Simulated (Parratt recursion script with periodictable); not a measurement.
Neutron reflectivity of single films on Al2O3: where the minima fall

Calculation: specular neutron reflectivity, Parratt recursion, Névot-Croce roughness, natural isotopes, no magnetic scattering; Parratt recursion script with periodictable 1.7.1.

Neutron wavelength 5.5 Å. Q is scanned from 0.004 to 0.3 Å⁻¹ in 600 evenly spaced points, and the curve is smoothed with a Gaussian of 0.001 Å⁻¹ full width. A minimum is a scan point below both neighbours, placed by a parabola through ln R at the three points.

Each run is one film on Al2O3 (density 3.873 g/cm³, ρ = 5.562 × 10⁻⁶ Å⁻², rms roughness 3.2 Å) under vacuum. The film surface has an rms roughness of 2.2 Å in all runs. ρ and ρ″ are the real and imaginary parts of the scattering length density. The table lists all minima between 0.035 and 0.095 Å⁻¹.

| run | film | thickness d (Å) | density (g/cm³) | ρ (10⁻⁶ Å⁻²) | ρ″ (10⁻⁶ Å⁻²) | minima at Q (Å⁻¹) |
|---|---|---|---|---|---|---|
| A | Hf | 600 | 13.313 | 3.490 | 0.01300 | 0.0390, 0.0490, 0.0591, 0.0694, 0.0797, 0.0900 |
| B | Hf | 750 | 13.313 | 3.490 | 0.01300 | ? |

Densities are inputs, not measurements. They were set from computed cells of the Materials Project: Hf from entry mp-103 (P6₃/mmc, 13.313 g/cm³); Al2O3 from entry mp-1143 (R-3c, 3.873 g/cm³). A layer's crystal structure does not enter its constants, only its composition and density.

Q: How many minima does run B have between 0.035 and 0.095 Å⁻¹, and where?

A: Inside a film the fringe order is m = (d/2π)(Q² − 16πρ)^½, with the film's own ρ. Where the film's ρ lies between zero and the substrate's, its two faces reflect with the same sign, and minima are expected at half-integer m.

- Run A, ρ between zero and the substrate's: the minima give m = 3.50, 4.50, 5.50, 6.51, 7.50, 8.50.

In run B the film's ρ lies between zero and the substrate's, so take half-integer m. The window runs from m = 3.87 to 11.23 and holds m = 4.5, 5.5, 6.5, 7.5, 8.5, 9.5, 10.5. Then Q² = 16πρ + (2πm/d)² gives Q = 0.0400, 0.0479, 0.0560, 0.0642, 0.0724, 0.0807, 0.0890 Å⁻¹.

The run has 7 minima, at 0.0400, 0.0480, 0.0561, 0.0642, 0.0725, 0.0807, 0.0890 Å⁻¹. The largest distance from one of them to an estimated minimum is 0.0001 Å⁻¹, against a mean spacing of 0.0082 Å⁻¹.
